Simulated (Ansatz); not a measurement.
B$_{3}$IrW$_{3}$ in Ansatz, relaxation

Input:

```yaml
crystal:
  lattice:
    - [3.242739, 0.0, 0.0]
    - [1.621369, -4.303553, 0.0]
    - [0.0, 0.0, -10.963789]
  atoms:
    - { symbol: W, position: [0.2101, 0.5798, 0.8936] }
    - { symbol: W, position: [0.7899, 0.4202, 0.3936] }
    - { symbol: W, position: [0.7899, 0.4202, 0.1064] }
    - { symbol: W, position: [0.2101, 0.5798, 0.6064] }
    - { symbol: B, position: [0.9071, 0.1858, 0.8864] }
    - { symbol: B, position: [0.0929, 0.8142, 0.3864] }
    - { symbol: B, position: [0.0929, 0.8142, 0.1136] }
    - { symbol: B, position: [0.9071, 0.1858, 0.6136] }
    - { symbol: W, position: [0.5, 0.0, 0.75] }
    - { symbol: W, position: [0.5, 0.0, 0.25] }
    - { symbol: B, position: [0.7953, 0.4094, 0.75] }
    - { symbol: B, position: [0.2047, 0.5906, 0.25] }
    - { symbol: Ir, position: [0.5, 0.0, 0.0] }
    - { symbol: Ir, position: [0.5, 0.0, 0.5] }
  symmetry: { tolerance: 0.0003 }
kpoints:
  mp_grid: { grid: [6, 6, 2], shift: [0, 0, 0] }
magnetization:
  spin_polarized: false
scf:
  occupations: { method: fermi_dirac }
  lower_state_search: "off"
hamiltonian:
  pseudopotentials: { kind: paw }
  xc: r2scan
basis:
  ecutwfc: 500
  fft_grid_basis: typed
relax:
  max_steps: 60
  cell: { p_target: 0.0 }
output:
  forces: true
  stress: true
  eigenvalues: true
  populations: true
  elf: true
  write_potential: true
  volumetric_format: npy
  dos:
    e_range: [-12, 8]
    de: 0.05
    projected: { site_lists: { B: [B], Ir: [Ir], W: [W] } }
  bader: false
checkpoint:
  read: saved_state
```

Launch command:

```bash
ansatz run input.yaml --threads 2 --pin off --max-ram 3584MiB --backend cpu --events-out ev --progress --plain --runs-dir out
```

Origin of the cell: a known structure type with other elements, at an estimated volume, so it need not be a known compound.

The smearing width isn't typed, so it takes its default of 0.1 eV.

The saved state is a converged single point of the same cell.

Output (shortened):

```
Pseudopotentials: kind: paw
Pseudopotential: W, paw, valence charge 14, recommended cutoff 500 eV (meta_gga), W.paw.azcp
Pseudopotential: B, paw, valence charge 3, recommended cutoff 500 eV (meta_gga), B.paw.azcp
Pseudopotential: Ir, paw, valence charge 17, recommended cutoff 500 eV (meta_gga), Ir.paw.azcp
Functional definition: r2SCAN
  exchange = r2scan_x(k0 = k0, k1 = k1, a1 = a1)
  correlation = r2scan_c
Crystal: 14 atoms, lattice volume = 153.003 Å³
Basis set: ecut = 500 eV, 3857 PW (Γ), exchange–correlation on 96×144×320 points (64 copies of the dense FFT grid, shifted against one another)
Bands: 82, of which v1, the nominal top of the filled ones, is band 68 counted from 1 (67 counted from 0)
Symmetry: 8 space group operations
[… 12 lines left out …]
Initial density: read from a saved state, or passed on in memory by an earlier SCF of this step, an earlier step, the calling program or the single point that the run made first
Functional: x = r2scan, c = r2scan; τ floored in thin density (d = 2e-4 eV/Å³)
SCF iter   1: F=-87224.641221 eV  HF=-87224.638589 eV  Δρ=2.54e-3  dr2=5.86e-3  dr2_τ=7.66e-3
SCF iter   2: F=-87224.643880 eV  HF=-87224.643459 eV  Δρ=1.44e-3  dr2=1.46e-3  dr2_τ=4.30e-4
SCF iter   3: F=-87224.644006 eV  HF=-87224.644261 eV  Δρ=4.34e-4  dr2=4.16e-4  dr2_τ=1.10e-4
SCF iter   4: F=-87224.644255 eV  HF=-87224.644249 eV  Δρ=1.17e-4  dr2=1.19e-5  dr2_τ=3.92e-6
SCF iter   5: F=-87224.644360 eV  HF=-87224.644363 eV  Δρ=3.54e-5  dr2=3.79e-6  dr2_τ=6.91e-7
SCF iter   6: F=-87224.644363 eV  HF=-87224.644363 eV  Δρ=1.21e-5  dr2=2.70e-7  dr2_τ=6.36e-8
SCF iter   7: F=-87224.644363 eV  HF=-87224.644363 eV  Δρ=3.56e-6  dr2=1.46e-8  dr2_τ=2.87e-9
relax step   1: F+E_penalty+E_count = -87224.644363 eV  Δ(F+E_penalty+E_count) = +0.000e0 eV  max|allowed force component| = 1.462e0 eV/Å  Δτ_max = 0.0000 Å  P = +4.098 GPa  Ω = 153.003 Å³  ( […]
relax step   2: F+E_penalty+E_count = -87224.898747 eV  Δ(F+E_penalty+E_count) = -2.544e-1 eV  max|allowed force component| = 7.324e-1 eV/Å  Δτ_max = 0.1620 Å  P = -5.175 GPa  Ω = 158.036 Å³ […]
relax step   3: F+E_penalty+E_count = -87225.151632 eV  Δ(F+E_penalty+E_count) = -2.529e-1 eV  max|allowed force component| = 3.004e-1 eV/Å  Δτ_max = 0.0461 Å  P = -0.159 GPa  Ω = 154.995 Å³ […]
relax step   4: F+E_penalty+E_count = -87225.166509 eV  Δ(F+E_penalty+E_count) = -1.488e-2 eV  max|allowed force component| = 1.234e-1 eV/Å  Δτ_max = 0.0208 Å  P = +0.501 GPa  Ω = 154.654 Å³ […]
relax step   5: F+E_penalty+E_count = -87225.168595 eV  Δ(F+E_penalty+E_count) = -2.086e-3 eV  max|allowed force component| = 1.384e-2 eV/Å  Δτ_max = 0.0162 Å  P = -0.078 GPa  Ω = 154.890 Å³ […]
relax step   6: F+E_penalty+E_count = -87225.168675 eV  Δ(F+E_penalty+E_count) = -8.026e-5 eV  max|allowed force component| = 8.497e-3 eV/Å  Δτ_max = 0.0015 Å  P = +0.065 GPa  Ω = 154.830 Å³ […]
relax step   7: F+E_penalty+E_count = -87225.168683 eV  Δ(F+E_penalty+E_count) = -8.124e-6 eV  max|allowed force component| = 2.252e-3 eV/Å  Δτ_max = 0.0008 Å  P = +0.007 GPa  Ω = 154.853 Å³ […]
relax step   8: F+E_penalty+E_count = -87225.169801 eV  Δ(F+E_penalty+E_count) = -1.118e-3 eV  max|allowed force component| = 2.252e-3 eV/Å  Δτ_max = 0.0000 Å  P = +0.012 GPa  Ω = 154.853 Å³  stress off target by 1.99e-2 GPa […]
SCF 8 converged in 6 iterations: F = -87225.169801 eV  dr2 = 4.02e-11
basis re-selected at this cell: Δ(F+E_penalty+E_count) = -1.118e-3 eV, ΔP = +0.005 GPa vs the last step (what re-selecting the basis moved, of the pressure what is left beyond the Pulay corre […]
SCF converged after 6 iterations
Free energy (F): -87225.169801 eV
Harris-Foulkes:  -87225.169801 eV  (|F-HF|=1.46e-11)
Internal energy: -87224.966209 eV  (E = F + TS)
E sigma→0 (E₀):  -87225.068005 eV
Entropy (-TS):   -0.203592 eV (-14.542 meV/atom)
Fermi energy:    21.919103 eV
--- Per-component energies (eV) ---
  E_band       = -750.592752
  E_kinetic    = 4263.684333
  E_local      = -6560.236795  (includes V_loc(G=0)·N_el)
  E_nonlocal   = 217.347388
  E_hartree    = 2490.738763
  E_xc         = -2202.853155
  E_vxc        = -2489.077489  (∫ρ·V_xc dr)
  E_paw        = -70540.453728  (= ΣΔE_a)
  E_vpaw       = -1298.723811  (= ΣTr[D̂ρ^β])
  E_aug_tail   = -0.000332  (compensation charges beyond the density's cutoff)
  E_vtau       = 134.936628  (kinetic-family band-sum trace: ∫τ·v_τ [+ j·A + Jᵃ·Aᵃ] dr)
  E_ewald      = -14888.920551
  E_core_change = -4.272132  (= ΣΔE_core)
  E_smearing   = -0.203592  (= −TS)
  Σ components = -87225.169801   (vs F -87225.169801, Δ=0.00e0)
--- Forces (eV/Å), atoms counted from 1 ---
  atom   1  W     -0.000000    -0.000291     0.000042
  atom   2  W      0.000000     0.000291     0.000042
  atom   3  W      0.000000     0.000291    -0.000042
  atom   4  W     -0.000000    -0.000291    -0.000042
  atom   5  B     -0.000000    -0.000440     0.000109
  atom   6  B      0.000000     0.000440     0.000109
  atom   7  B      0.000000     0.000440    -0.000109
  atom   8  B     -0.000000    -0.000440    -0.000109
  atom   9  W      0.000000     0.002252    -0.000000
  atom  10  W     -0.000000    -0.002252     0.000000
  atom  11  B     -0.000000    -0.000070    -0.000000
  atom  12  B      0.000000     0.000070     0.000000
  atom  13  Ir     0.000000     0.000000     0.000000
  atom  14  Ir     0.000000     0.000000     0.000000
  max |Σ_I F_I| component: 1.04e-17 eV/Å
--- Stress (GPa, compression-positive) ---
        0.001779       0.000000       0.000000
        0.000000       0.019939      -0.000000
        0.000000      -0.000000       0.014121
  P = ⅓ Tr σ = 0.0119 GPa (0.119 kbar)
--- Relaxed structure (7 steps of the walk, 7 accepted, 1 SCFs on fresh bases) ---
  F+E_penalty+E_count = -87225.169801 eV   max|allowed force component| = 2.252e-3 eV/Å   (the final SCF, on the basis selected at the relaxed cell)
  cell:  # Å, volume = 154.8526 Å³
    - [3.204486, -1.861e-7, 1.262e-18]
    - [1.602243, -4.326189, 6.313e-19]
    - [-4.269e-18, 0.0, -11.170034]
  atoms:
    - { symbol: W, position: [0.215641, 0.568719, 0.884024] }
    - { symbol: W, position: [0.784359, 0.431281, 0.384024] }
    - { symbol: W, position: [0.784359, 0.431281, 0.115976] }
    - { symbol: W, position: [0.215641, 0.568719, 0.615976] }
    - { symbol: B, position: [0.908124, 0.183752, 0.888088] }
    - { symbol: B, position: [0.091876, 0.816248, 0.388088] }
    - { symbol: B, position: [0.091876, 0.816248, 0.111912] }
    - { symbol: B, position: [0.908124, 0.183752, 0.611912] }
    - { symbol: W, position: [0.501271, -0.002543, 0.750000] }
    - { symbol: W, position: [0.498729, 0.002543, 0.25] }
    - { symbol: B, position: [0.793313, 0.413374, 0.750000] }
    - { symbol: B, position: [0.206687, 0.586626, 0.25] }
    - { symbol: Ir, position: [0.500000, 0.0, 2.917e-19] }
    - { symbol: Ir, position: [0.500000, 0.0, 0.5] }
--- Löwdin populations: 14 sites ---
  site symbol       q [e]
     0      W     13.4394
     1      W     13.4394
     2      W     13.4394
     3      W     13.4394
     4      B      3.6886
     5      B      3.6886
     6      B      3.6886
     7      B      3.6886
     8      W     13.4043
     9      W     13.4043
    10      B      3.5587
    11      B      3.5587
    12     Ir     16.4044
    13     Ir     16.4044
  spilling = 0.005538 (of n_electrons = 136.000000)
```

Before:

Space group Cmcm (No. 63); the run's cell has a = 3.243 Å, b = 4.599 Å, c = 10.964 Å, α = 90.00°, β = 90.00°, γ = 69.36°. Shortest distances: B–B 1.78 Å, B–Ir 2.20 Å, B–W 2.35 Å, Ir–W 2.69 Å, W–W 2.89 Å, Ir–Ir 3.24 Å.

The relaxed structure.

Space group Cmcm (No. 63); the run's cell has a = 3.204 Å, b = 4.613 Å, c = 11.170 Å, α = 90.00°, β = 90.00°, γ = 69.68°. Shortest distances: B–B 1.83 Å, B–Ir 2.18 Å, B–W 2.29 Å, Ir–W 2.78 Å, W–W 2.87 Å, Ir–Ir 3.20 Å.

```
Free energy lowered by                                                                 : 37.5 meV/atom
Volume change                                                                          : 1.21 %
Final pressure                                                                         : 0.01 GPa
Relaxation steps listed                                                                : 8
Formation energy (elements under the same functional, gases as molecules, uncorrected) : -0.320 eV/atom
```

Caveats: no moments, though an odd count or open d shells may carry them; no spin-orbit coupling, though heavy elements are present; the k mesh is coarse if the cell is a metal; the relaxation held the start's symmetry, so the end may be a saddle point.

The run took 2.8 min on 2 threads of Arm Neoverse V2, on a shared host, peak memory 0.94 GiB, from a saved density.
